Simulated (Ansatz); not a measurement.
Zincblende CdS at its r2SCAN geometry: many-body runs in Ansatz on a coarse mesh, with settings drawn wide and some wrong on purpose. No gap below is converged. (Simulation; spin polarisation is off.)

The first input:
```yaml
crystal:
  lattice:
    - [0.0, 2.9392148416, 2.9392148416]
    - [2.9392148416, 0.0, 2.9392148416]
    - [2.9392148416, 2.9392148416, 0.0]
  atoms:
    - { symbol: Cd, position: [0.0, 0.0, 0.0] }
    - { symbol: S, position: [0.25, 0.25, 0.25] }
kpoints:
  mp_grid: { grid: [4, 4, 4] }
hamiltonian:
  xc: lda
scf:
  occupations: { method: fixed }
gw:
  n_empty_bands: 30
  ecut_chi: 10
  qp_bands: [v1, c1]
  qp_kpoints: band_edges
  screening: { model: contour_deformation }
```

Task: How does it end?

Result: It runs. The LDA gap over the mesh, 0.80 eV, becomes 1.70 eV, with 43 bands summed and 1 plane wave in the screening. The screening cutoff is far too low. An edge level is marked as doubtful.
```
--- G₀W₀: contour deformation, 7 samples at zero and on the imaginary axis and 2 off it, 64 q-points, 30 empty bands' worth ---
    ik  band        ε_KS         Σx   Σc(E_QP)       V_xc       Z   E_QP_lin       E_QP  E_QP is
     0    13      6.3279   -20.7950     2.7146   -18.0850  0.7513     6.3324     6.3324  root
     0    14      7.1248    -8.5974    -3.4233   -12.9315  0.7655     8.1464     8.0356  root ?
     1    13      5.9382   -20.1891     2.8013   -17.3794  0.7477     5.9298     5.9298  root
     1    14      8.8087    -8.7509    -3.5738   -13.3239  0.7594     9.9591     9.8079  root ?
     2    13      5.5912   -19.6590     2.9013   -16.7428  0.7439     5.5764     5.5764  root
     2    14      9.0372    -8.0977    -3.7352   -12.8771  0.7614    10.2570    10.0814  root ?
     6    13      4.4844   -18.0746     3.1667   -14.8590  0.7284     4.4354     4.4356  root
     6    14      9.6562    -6.3934    -3.5919   -10.5954  0.7634    10.3078    10.2663  root
```
The points are ik 0 = (0, 0, 0) (Γ), ik 1 = (0, 0, 1/4), ik 2 = (0, 0, -1/2), ik 6 = (0, -1/2, -1/2); band 13 is the last filled one.

Task: And with these blocks in place of the first input's?
```yaml
gw:
  n_empty_bands: 60
  ecut_chi: 2000
  qp_bands: [v1, c1]
  qp_kpoints: band_edges
  screening: { model: contour_deformation }
```

Result: The input is refused before any iteration.
```
Error: memory limit exceeded: the `pass consumer` phase of `gw bands` needs 8.64 GiB against the run's memory maximum of 3.60 GiB; largest carriers: gw stage rest 6.94 GiB, gw screening matrices 1.60 GiB, consumer's unmodelled tail 0.05 GiB, source scf tables 0.02 GiB, wavefunctions 0.01 GiB; wavefunction blocks cannot be spilled […]
```

Task: And with these blocks in place of the first input's?
```yaml
hamiltonian:
  xc: hse06
gw:
  n_empty_bands: 60
  ecut_chi: 80
  qp_bands: [v1, c1]
  qp_kpoints: band_edges
  screening: { model: godby_needs }
  plasmon_pole_fit_frequency: 5
```

Result: It runs. The HSE06 gap over the mesh, 2.12 eV, becomes 2.34 eV, with 73 bands summed and 65 plane waves in the screening.
```
--- G₀W₀: ω_p = 5.0000 eV, 64 q-points, 60 empty bands' worth ---
    ik  band        ε_KS         Σx   Σc(E_QP)       V_xc       Z   E_QP_lin       E_QP  E_QP is
     0    13      5.9535   -20.6057     2.4435   -18.3013  0.7680     6.0924     6.0926  root
     0    14      8.0719    -7.9192    -3.3462   -11.6243  0.8015     8.4319     8.4308  root
     1    13      5.5492   -20.0430     2.4961   -17.6579  0.7663     5.6601     5.6603  root
     1    14      9.7545    -8.0874    -3.4913   -12.0167  0.7954    10.1943    10.1924  root
     2    13      5.1854   -19.5516     2.5579   -17.0826  0.7641     5.2742     5.2743  root
     2    14     10.0266    -7.5879    -3.5602   -11.6170  0.7995    10.4975    10.4954  root
     6    13      4.0300   -18.0760     2.7374   -15.3600  0.7566     4.0513     4.0513  root
     6    14     10.4430    -5.9201    -3.3140    -9.4273  0.8082    10.6365    10.6361  root
```
The points are ik 0 = (0, 0, 0) (Γ), ik 1 = (0, 0, 1/4), ik 2 = (0, 0, -1/2), ik 6 = (0, -1/2, -1/2); band 13 is the last filled one.

Task: And with these blocks in place of the first input's?
```yaml
hamiltonian:
  xc: hse06
gw:
  n_empty_bands: 60
  ecut_chi: 80
  qp_bands: [v1, c1]
  qp_kpoints: band_edges
  screening: { model: contour_deformation }
  q_mesh: [1, 1, 1]
```

Result: It runs. The HSE06 gap over the mesh, 2.12 eV, becomes 2.65 eV, with 73 bands summed and 65 plane waves in the screening. A single q point can't stand for the zone.
```
--- G₀W₀: contour deformation, 6 samples at zero and on the imaginary axis and 2 off it, 1 q-point, 60 empty bands' worth ---
    ik  band        ε_KS         Σx   Σc(E_QP)       V_xc       Z   E_QP_lin       E_QP  E_QP is
     0    13      5.9535   -23.7379     5.0243   -18.3013  0.6953     5.5333     5.5412  root
     0    14      8.0719    -6.0481    -5.4613   -11.6243  0.7145     8.1873     8.1868  root
     1    13      5.5492   -22.8631     4.8710   -17.6579  0.6973     5.2100     5.2151  root
     1    14      9.7545    -6.0420    -5.7153   -12.0167  0.7130    10.0168    10.0138  root
     2    13      5.1854   -22.1305     4.7546   -17.0826  0.6985     4.8882     4.8921  root
     2    14     10.0266    -5.5876    -5.7810   -11.6170  0.7147    10.2777    10.2750  root
     6    13      4.0300   -20.0470     4.4625   -15.3600  0.7015     3.8032     3.8054  root
     6    14     10.4430    -4.4828    -5.2198    -9.4273  0.7193    10.1706    10.1677  root
```
The points are ik 0 = (0, 0, 0) (Γ), ik 1 = (0, 0, 1/4), ik 2 = (0, 0, -1/2), ik 6 = (0, -1/2, -1/2); band 13 is the last filled one.

The runs are scalar-relativistic, without spin-orbit coupling.
